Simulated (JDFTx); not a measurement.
System: Hf(0001) (P6_3/mmc bulk; lattice of mp-103, not re-optimised at this level), 1x1 cell of 4 atoms in 4 planes, area 8.83 Å² a face, 7.4 Å between the outermost planes in a cell 23.6 Å high; k mesh 8×8×1, Fermi width 0.01 Ha, no spin polarisation.

Level of theory: PBE, GBRV ultrasoft potentials, plane waves to 20/100 Ha; code: JDFTx (a modified build). Liquid on both sides: CANDLE, water, 0.5 M KF; nuclei fixed. At negative charge CANDLE's numbers also depend on the cell height, by up to tenths of a volt.

Charging data:

```json
[
 {"U − U_pzc (V)": "-0.70", "σ (μC/cm²)": "-35.53"},
 {"U − U_pzc (V)": "-0.50", "σ (μC/cm²)": "-28.86"},
 {"U − U_pzc (V)": "-0.15", "σ (μC/cm²)": "-6.91"},
 {"U − U_pzc (V)": "0.00", "σ (μC/cm²)": "0.00"},
 {"U − U_pzc (V)": "0.27", "σ (μC/cm²)": "8.00"},
 {"U − U_pzc (V)": "0.50", "σ (μC/cm²)": "19.82"}
]
```

A calculation by hand: a check of Lippmann's equation. The grand free energy per area against the neutral slab, Δγ = [F(N) − F(N₀) − μ(N − N₀)]/2A, is taken from the total energies of the same runs.

```csv
U − U_pzc (V),Δγ (mJ/m²)
-0.70,-142.6
-0.50,-77.8
-0.15,-4.1
0.00,0.0
0.27,-9.8
0.50,-41.4
```

Δγ is largest at zero charge and falls away from it, as dγ/dU = −σ demands. At -0.70 V the computed -142.6 mJ/m² stands beside -123.9 mJ/m² from the constant-capacitance formula.
